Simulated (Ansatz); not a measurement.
# B started on a Ti site next to B started on a Ti site in rutile TiO2, 72 atoms, charge 0

These are results of DFT, r2SCAN, PAW, plane waves in Ansatz 0.2.0, not measurements.

Input file:

```yaml
crystal:
  lattice:
    - [9.182828, 0.000000, 0.000000]
    - [0.000000, 9.182828, 0.000000]
    - [0.000000, 0.000000, 8.816612]
  atoms:
    - { symbol: Ti, position: [0.008323, 0.985520, 0.998399] }
    - { symbol: Ti, position: [0.002389, 0.994169, 0.340790] }
    - { symbol: Ti, position: [0.991056, 0.005508, 0.666038] }
    - { symbol: Ti, position: [0.001286, 0.500078, 0.003649] }
    - { symbol: Ti, position: [0.998695, 0.502737, 0.335712] }
    - { symbol: Ti, position: [0.000846, 0.502356, 0.670608] }
    - { symbol: Ti, position: [0.501711, 0.999907, 0.003426] }
    - { symbol: Ti, position: [0.498379, 0.002797, 0.337037] }
    - { symbol: Ti, position: [0.495806, 0.998322, 0.670123] }
    - { symbol: Ti, position: [0.492222, 0.509186, 0.661791] }
    - { symbol: Ti, position: [0.241835, 0.241692, 0.163278] }
    - { symbol: Ti, position: [0.244763, 0.248442, 0.511162] }
    - { symbol: Ti, position: [0.257802, 0.258126, 0.843393] }
    - { symbol: Ti, position: [0.262093, 0.740391, 0.169717] }
    - { symbol: Ti, position: [0.252817, 0.746151, 0.501682] }
    - { symbol: Ti, position: [0.258727, 0.739898, 0.837347] }
    - { symbol: Ti, position: [0.761876, 0.236531, 0.168245] }
    - { symbol: Ti, position: [0.737344, 0.264320, 0.499578] }
    - { symbol: Ti, position: [0.751414, 0.248298, 0.831539] }
    - { symbol: Ti, position: [0.746428, 0.748516, 0.177494] }
    - { symbol: Ti, position: [0.739508, 0.741208, 0.497066] }
    - { symbol: Ti, position: [0.755957, 0.756101, 0.831038] }
    - { symbol: B, position: [0.613197, 0.490708, 0.994081] }
    - { symbol: B, position: [0.445592, 0.453361, 0.207496] }
    - { symbol: O, position: [0.149167, 0.147155, 0.997332] }
    - { symbol: O, position: [0.154906, 0.155185, 0.338775] }
    - { symbol: O, position: [0.150816, 0.155276, 0.661598] }
    - { symbol: O, position: [0.150699, 0.651364, 0.004459] }
    - { symbol: O, position: [0.146509, 0.655250, 0.336214] }
    - { symbol: O, position: [0.144425, 0.655725, 0.668329] }
    - { symbol: O, position: [0.652437, 0.149456, 0.003002] }
    - { symbol: O, position: [0.647898, 0.155973, 0.331566] }
    - { symbol: O, position: [0.650998, 0.152510, 0.674961] }
    - { symbol: O, position: [0.656491, 0.634205, 0.000828] }
    - { symbol: O, position: [0.656189, 0.657018, 0.334177] }
    - { symbol: O, position: [0.650762, 0.654170, 0.671400] }
    - { symbol: O, position: [0.334915, 0.344073, 0.002361] }
    - { symbol: O, position: [0.369970, 0.355710, 0.297789] }
    - { symbol: O, position: [0.350040, 0.348385, 0.668469] }
    - { symbol: O, position: [0.349003, 0.846785, 0.004342] }
    - { symbol: O, position: [0.347957, 0.850027, 0.335651] }
    - { symbol: O, position: [0.344306, 0.856267, 0.669065] }
    - { symbol: O, position: [0.846429, 0.351280, 0.006819] }
    - { symbol: O, position: [0.842808, 0.352512, 0.332717] }
    - { symbol: O, position: [0.852489, 0.345980, 0.670261] }
    - { symbol: O, position: [0.844682, 0.847481, 0.000599] }
    - { symbol: O, position: [0.849064, 0.848596, 0.335154] }
    - { symbol: O, position: [0.846790, 0.849259, 0.669006] }
    - { symbol: O, position: [0.093939, 0.399683, 0.170603] }
    - { symbol: O, position: [0.102586, 0.405899, 0.498315] }
    - { symbol: O, position: [0.096673, 0.402837, 0.834339] }
    - { symbol: O, position: [0.098559, 0.901256, 0.169928] }
    - { symbol: O, position: [0.096180, 0.905036, 0.504463] }
    - { symbol: O, position: [0.095140, 0.903211, 0.832346] }
    - { symbol: O, position: [0.578232, 0.417601, 0.133318] }
    - { symbol: O, position: [0.602908, 0.397637, 0.525212] }
    - { symbol: O, position: [0.609896, 0.415268, 0.858399] }
    - { symbol: O, position: [0.598352, 0.900667, 0.167426] }
    - { symbol: O, position: [0.596878, 0.903859, 0.501907] }
    - { symbol: O, position: [0.596118, 0.899033, 0.834994] }
    - { symbol: O, position: [0.398771, 0.092980, 0.166582] }
    - { symbol: O, position: [0.404059, 0.102996, 0.499915] }
    - { symbol: O, position: [0.402582, 0.098591, 0.836039] }
    - { symbol: O, position: [0.391150, 0.589566, 0.182227] }
    - { symbol: O, position: [0.392390, 0.606978, 0.518015] }
    - { symbol: O, position: [0.394162, 0.604756, 0.824601] }
    - { symbol: O, position: [0.903210, 0.098612, 0.169263] }
    - { symbol: O, position: [0.900651, 0.096759, 0.500171] }
    - { symbol: O, position: [0.901536, 0.100047, 0.838520] }
    - { symbol: O, position: [0.903304, 0.600178, 0.167382] }
    - { symbol: O, position: [0.898521, 0.596479, 0.502891] }
    - { symbol: O, position: [0.902176, 0.598604, 0.834949] }
  symmetry: { detect: false }
kpoints:
  mp_grid: { grid: [1, 1, 1], shift: [0.25, 0.25, 0.25] }
hamiltonian:
  xc: r2scan
scf:
  occupations: { method: fermi_dirac, width: 0.01 }
output:
  forces: true
  eigenvalues: true
  populations: true
  eigenstates: { kpoints: [[0.25, 0.25, 0.25]], e_range: [-6.0, 6.0], localisation: true }
```

Started with:

```sh
ansatz run in.yaml --threads 2 --pin off --max-ram 20900MiB --runs-dir r --events-out ev --progress --plain --backend cuda --devices 0, --max-vram 18GiB
```

The program printed, less machine lines and repeats, with […] for rows cut from tables:

```
Pseudopotentials: kind: paw
Functional definition: r2SCAN
  parameter k0 = 0.174
  parameter k1 = 0.065
  parameter a1 = 4.9479
  exchange = r2scan_x(k0 = k0, k1 = k1, a1 = a1)
  correlation = r2scan_c
Crystal: 72 atoms, lattice volume = 743.455 Å³
Basis set: ecut = 500 eV, 18861 PW (Γ), exchange–correlation on 288×288×288 points (64 copies of the dense FFT grid, shifted against one another)
Bands: 351, of which v1, the nominal top of the filled ones, is band 279 counted from 1 (278 counted from 0)
Symmetry: 1 space group operations
k-points: 1
Non-local potential: Ti, projectors of the file, l = 0: 3, l = 1: 2, l = 2: 3, l = 3: 1
Non-local potential: B, projectors of the file, l = 0: 2, l = 1: 2, l = 2: 1
Non-local potential: O, projectors of the file, l = 0: 2, l = 1: 2, l = 2: 1
PAW form: soft (Blöchl's): semilocal exchange-correlation on the pseudo side does not see the compensation charge
PAW frozen core: Ti, regenerated for the run's functional (the file was generated under x = pbe(κ = 0.804, μ = 0.2195149727645171), c = pbe(β = 0.06672455060314922))
PAW frozen core: B, regenerated for the run's functional (the file was generated under x = pbe(κ = 0.804, μ = 0.2195149727645171), c = pbe(β = 0.06672455060314922))
PAW frozen core: O, regenerated for the run's functional (the file was generated under x = pbe(κ = 0.804, μ = 0.2195149727645171), c = pbe(β = 0.06672455060314922))
PAW one-centre angular grid: Ti, 590 points (default); XC on 160 Gauss nodes
PAW one-centre angular grid: B, 302 points (default); XC on 160 Gauss nodes
PAW one-centre angular grid: O, 302 points (default); XC on 160 Gauss nodes
Initial density: superposition of atomic densities (neutral atoms: chi_scale 0, normalization atom), corrected by the library's trained network
Initial wavefunctions: pseudopotential atomic-orbital guess
Functional: x = r2scan, c = r2scan; τ floored in thin density (d = 2e-4 eV/Å³)
SCF iter   1: F=—  HF=-82802.781486 eV  |F-HF|=—  |Δ(HF+E_count)|=         —  Δρ=2.38e-2  dr2=4.83e0  dr2_τ=4.70e0  ethr=1.77e-3  ⟨swp⟩=5.0  Hψ=1259  notcnv=0  defer=54
preconditioner: auto → Resta (q_TF=auto, 2.601 Å⁻¹)  ε∞=7.0  [insulator: Δε(μ)=0.310 eV  Ē_g=10.885 eV  σ=0.010 eV  W_gap=1.00  n_scr=234 (ndim 8)  ℏωp=26.6 eV  f_vac=0.022  D(μ)=0.00/eV (n_scr^D=0)  ε∞_Penn≈7.0]
SCF iter   2: F=—  HF=-82803.474361 eV  |F-HF|=—  |Δ(HF+E_count)|=   6.93e-1  Δρ=1.11e-2  dr2=4.62e-1  dr2_τ=2.44e-1  ethr=8.65e-4  ⟨swp⟩=2.0  Hψ=558  notcnv=0  defer=65
SCF iter   3: F=—  HF=-82803.434582 eV  |F-HF|=—  |Δ(HF+E_count)|=   3.98e-2  Δρ=4.24e-3  dr2=7.46e-2  dr2_τ=7.94e-3  ethr=8.28e-5  ⟨swp⟩=2.0  Hψ=458  notcnv=0  defer=65
SCF iter   4: F=—  HF=-82803.442906 eV  |F-HF|=—  |Δ(HF+E_count)|=   8.32e-3  Δρ=2.92e-3  dr2=6.79e-2  dr2_τ=7.46e-3  ethr=1.34e-5  ⟨swp⟩=4.0  Hψ=490  notcnv=0  defer=65
SCF iter   5: F=—  HF=-82803.440617 eV  |F-HF|=—  |Δ(HF+E_count)|=   2.29e-3  Δρ=7.29e-4  dr2=3.10e-3  dr2_τ=6.32e-4  ethr=1.22e-5  ⟨swp⟩=2.0  Hψ=476  notcnv=0  defer=65
SCF iter   6: F=—  HF=-82803.430926 eV  |F-HF|=—  |Δ(HF+E_count)|=   9.69e-3  Δρ=3.08e-4  dr2=7.89e-4  dr2_τ=1.06e-4  ethr=5.56e-7  ⟨swp⟩=3.0  Hψ=443  notcnv=0  defer=65
SCF iter   7: F=—  HF=-82803.434058 eV  |F-HF|=—  |Δ(HF+E_count)|=   3.13e-3  Δρ=1.27e-4  dr2=1.48e-4  dr2_τ=1.23e-5  ethr=1.41e-7  ⟨swp⟩=2.0  Hψ=434  notcnv=0  defer=65
SCF iter   8: F=—  HF=-82803.430957 eV  |F-HF|=—  |Δ(HF+E_count)|=   3.10e-3  Δρ=7.90e-5  dr2=5.32e-5  dr2_τ=5.53e-6  ethr=2.64e-8  ⟨swp⟩=2.0  Hψ=442  notcnv=0  defer=65
SCF iter   9: F=—  HF=-82803.435375 eV  |F-HF|=—  |Δ(HF+E_count)|=   4.42e-3  Δρ=3.91e-5  dr2=1.32e-5  dr2_τ=1.14e-6  ethr=9.54e-9  ⟨swp⟩=2.0  Hψ=505  notcnv=0  defer=65
SCF iter  10: F=—  HF=-82803.435375 eV  |F-HF|=—  |Δ(HF+E_count)|=   1.37e-8  Δρ=1.51e-5  dr2=1.78e-6  dr2_τ=2.46e-7  ethr=2.37e-9  ⟨swp⟩=2.0  Hψ=431  notcnv=0  defer=65
SCF iter  11: F=—  HF=-82803.435375 eV  |F-HF|=—  |Δ(HF+E_count)|=   1.44e-7  Δρ=9.58e-6  dr2=6.98e-7  dr2_τ=1.07e-7  ethr=3.20e-10  ⟨swp⟩=2.0  Hψ=477  notcnv=0  defer=65
SCF iter  12: F=-82803.435375 eV  HF=-82803.435375 eV  |F-HF|=1.44e-8  |Δ(HF+E_count)|=   2.63e-9  Δρ=3.76e-6  dr2=7.49e-8  dr2_τ=1.16e-8  ethr=1.79e-11  ⟨swp⟩=10.0  Hψ=1702  notcnv=0
SCF 1 converged in 12 iterations: F = -82803.435375 eV  dr2 = 7.49e-8
  greatest PAW one-centre occupation: 1.000 electrons in one spin orbital (limit 2), on the Ti atom at site 15 (counted from 0), in its partial waves of l = 1
NSCF: frozen V_eff on 1 k-points
SCF converged after 12 iterations
Free energy (F): -82803.435375 eV
Harris-Foulkes:  -82803.435375 eV  (|F-HF|=1.44e-8)
Internal energy: -82803.435375 eV  (E = F + TS)
E sigma→0 (E₀):  -82803.435375 eV
Entropy (-TS):   -0.000000 eV (-0.000 meV/atom)
Fermi energy:    7.957207 eV
--- Per-component energies (eV) ---
  E_band       = -5089.514257
  E_kinetic    = 14581.705770
  E_local      = -37022.824149  (includes V_loc(G=0)·N_el)
  E_nonlocal   = 2330.852368
  E_hartree    = 14127.966459
  E_xc         = -5664.893097
  E_vxc        = -8129.055671  (∫ρ·V_xc dr)
  E_paw        = -31028.212410  (= ΣΔE_a)
  E_vpaw       = -5640.986661  (= ΣTr[D̂ρ^β])
  E_aug_tail   = 0.054151  (compensation charges beyond the density's cutoff)
  E_vtau       = 534.800665  (kinetic-family band-sum trace: ∫τ·v_τ [+ j·A + Jᵃ·Aᵃ] dr)
  E_ewald      = -40120.938362
  E_core_change = -7.146105  (= ΣΔE_core)
  E_smearing   = -0.000000  (= −TS)
  E_closure    = -0.000000  (closes the sum)
  Σ components = -82803.435375   (vs F -82803.435375, Δ=0.00e0)
--- Forces (eV/Å), atoms counted from 1 ---
  atom   1  Ti    -0.02554355     0.03479818     0.01308645
  atom   2  Ti    -0.00279039     0.00311718    -0.03150040
  atom   3  Ti     0.01909928    -0.01040763     0.02202630
  atom   4  Ti     0.00440534    -0.00391430    -0.00416910
  atom   5  Ti    -0.02281663     0.00070333    -0.01061398
  atom   6  Ti    -0.02409165     0.00102847    -0.01676641
  atom   7  Ti     0.00623596     0.00166211    -0.00934934
  atom   8  Ti     0.01061666    -0.00765147    -0.01752583
  atom   9  Ti     0.02942982     0.01128412    -0.01503775
  atom  10  Ti     0.02350526    -0.01976506     0.03819214
  atom  11  Ti    -0.00730907    -0.01326103     0.00061922
  atom  12  Ti     0.02071639     0.01513080    -0.07372371
  atom  13  Ti     0.02344564     0.02887226    -0.00946380
  atom  14  Ti    -0.00541145    -0.00737438     0.01014318
  atom  15  Ti     0.02246798    -0.00721574     0.01077952
  atom  16  Ti     0.01190038    -0.01517169    -0.01625311
  atom  17  Ti    -0.01281319     0.00788628     0.01464458
  atom  18  Ti    -0.04639721     0.03191910     0.01703835
  atom  19  Ti     0.00439450     0.00647322     0.03873764
  atom  20  Ti    -0.02502625    -0.03325241    -0.04603396
  atom  21  Ti    -0.02074471    -0.00296714     0.01065387
  atom  22  Ti    -0.03059183    -0.02584157     0.03596593
  atom  23  B     -0.05353102     0.04119101    -0.05267938
  atom  24  B      0.00416684     0.11795925     0.10620648
  atom  25  O     -0.00811388    -0.00652903     0.02603009
  atom  26  O     -0.01518267    -0.01902592    -0.00806228
  atom  27  O     -0.00014082    -0.00114704     0.02391940
  atom  28  O     -0.01338441     0.00107179    -0.00901905
  atom  29  O      0.00261631    -0.00080964     0.00693178
  atom  30  O     -0.00111920    -0.00507924     0.00981082
  atom  31  O      0.00102650    -0.00675683    -0.00018375
  atom  32  O     -0.01077773     0.00172243    -0.00731659
  atom  33  O     -0.00305661    -0.01241118    -0.01493883
  atom  34  O     -0.09047395    -0.21763073    -0.01090357
  atom  35  O     -0.02198594    -0.02988834     0.01463911
  atom  36  O     -0.00122218     0.00057184    -0.03332880
  atom  37  O     -0.00815961    -0.01154989    -0.05265606
  atom  38  O      0.11576210     0.13926727    -0.09263898
  atom  39  O      0.00176536     0.00366843     0.01637632
  atom  40  O      0.00188711    -0.00521359     0.00182555
  atom  41  O     -0.00344694     0.00449708     0.01449369
  atom  42  O     -0.00301989     0.00126731     0.00495595
  atom  43  O      0.02055776    -0.00948316    -0.00751295
  atom  44  O      0.00681076     0.00298185     0.00017671
  atom  45  O      0.01161348     0.00239420     0.00412590
  atom  46  O      0.02296587     0.01286440    -0.00811890
  atom  47  O      0.00144639     0.00374856    -0.00176065
  atom  48  O      0.01024777     0.01640008     0.00917407
  atom  49  O      0.01279296    -0.00611075    -0.00247464
  atom  50  O      0.01354316    -0.00977445     0.01700697
  atom  51  O      0.00751406    -0.00313954     0.00428960
  atom  52  O      0.02596317    -0.01576061    -0.00093758
  atom  53  O      0.00793495    -0.01390343    -0.02263451
  atom  54  O      0.01307752    -0.02075222     0.01529724
  atom  55  O     -0.07455910     0.11382696    -0.05186904
  atom  56  O      0.02069194    -0.00999337    -0.08052132
  atom  57  O     -0.00312632     0.10993335     0.19500053
  atom  58  O     -0.00489880     0.00231412     0.00624326
  atom  59  O     -0.00331283     0.00248032     0.00897690
  atom  60  O      0.00025583    -0.00336049     0.00999944
  atom  61  O     -0.01039043     0.01224550    -0.00596199
  atom  62  O     -0.00995088     0.01193510     0.01925284
  atom  63  O     -0.01131427     0.00209226     0.00787586
  atom  64  O      0.14283554    -0.22861931    -0.00253090
  atom  65  O      0.00104940    -0.00352097    -0.07573589
  atom  66  O     -0.01822121     0.01535630     0.06471281
  atom  67  O     -0.00296777     0.00393013     0.00390692
  atom  68  O     -0.02560096     0.02603238    -0.00106017
  atom  69  O     -0.01170920     0.00201816    -0.02811975
  atom  70  O      0.00085580     0.00236576     0.01758805
  atom  71  O      0.01343582    -0.00771413     0.00324374
  atom  72  O     -0.00373507    -0.00199992    -0.00253731
  max |Σ_I F_I| component: 9.60e-5 eV/Å
--- Band table (eV) ---
  k-point 0: bands = ["-50.8747", "-50.8345", "-50.8264", "-50.8177", "-50.8122", "-50.8070", "-50.8005", "-50.7784", "-50.7406", "-50.7380", "-50.7034", "-50.7010", "-50.6744", "-50.6657", "-50.6421", "-50.6066", "-50.6007", "-50.5346", "-50.4434", "-50.3844", "-50.3326", "-50.3251", "-26.3464", "-26.3215", "-26.2586", "-26.2385", "-26.2139", "-26.1546", "-26.1391", "-26.1143", "-26.0976", "-26.0 …
--- Löwdin populations: 72 sites ---
  site symbol       q [e]
     0     Ti     10.5695
     1     Ti     10.5565
     2     Ti     10.5559
     3     Ti     10.5479
     4     Ti     10.5490
     5     Ti     10.5537
     6     Ti     10.5516
     7     Ti     10.5439
     8     Ti     10.5513
     9     Ti     10.5473
    10     Ti     10.5618
    11     Ti     10.5532
    12     Ti     10.5897
    13     Ti     10.5519
    14     Ti     10.5677
    15     Ti     10.5851
    16     Ti     10.5571
    17     Ti     10.5794
    18     Ti     10.5443
    19     Ti     10.5536
    20     Ti     10.5726
    21     Ti     10.5426
    22      B      2.3214
    23      B      2.3160
    24      O      6.6639
    25      O      6.6980
    26      O      6.6387
    27      O      6.6698
    28      O      6.6615
    29      O      6.6685
    30      O      6.6772
    31      O      6.6859
    32      O      6.6764
    33      O      6.5821
    34      O      6.5194
    35      O      6.6582
    36      O      6.5396
    37      O      6.5725
    38      O      6.6679
    39      O      6.6715
    40      O      6.6717
    41      O      6.6659
    42      O      6.7006
    43      O      6.6822
    44      O      6.6786
    45      O      6.6981
    46      O      6.6585
    47      O      6.6621
    48      O      6.6766
    49      O      6.6881
    50      O      6.6805
    51      O      6.6873
    52      O      6.6641
    53      O      6.6703
    54      O      6.4657
    55      O      6.5602
    56      O      6.5968
    57      O      6.6875
    58      O      6.6859
    59      O      6.6795
    60      O      6.6678
    61      O      6.6779
    62      O      6.6775
    63      O      6.4651
    64      O      6.5376
    65      O      6.5704
    66      O      6.6626
    67      O      6.6838
    68      O      6.6789
    69      O      6.6753
    70      O      6.6804
    71      O      6.6744
  spilling = 0.003609 (of n_electrons = 558.000000)
```

Total energies depend on the potentials used, so only differences within one code and one set of settings carry meaning.

The atoms are those of an earlier PBEsol relaxation. One k point and one spin start were run, so the state needn't be the lowest, and an added charge can sit in a band of the host.

Time: 15 s of wall time on one NVIDIA H100 with 2 processor threads, on a host shared with other runs; peak host memory 2.6 GiB.
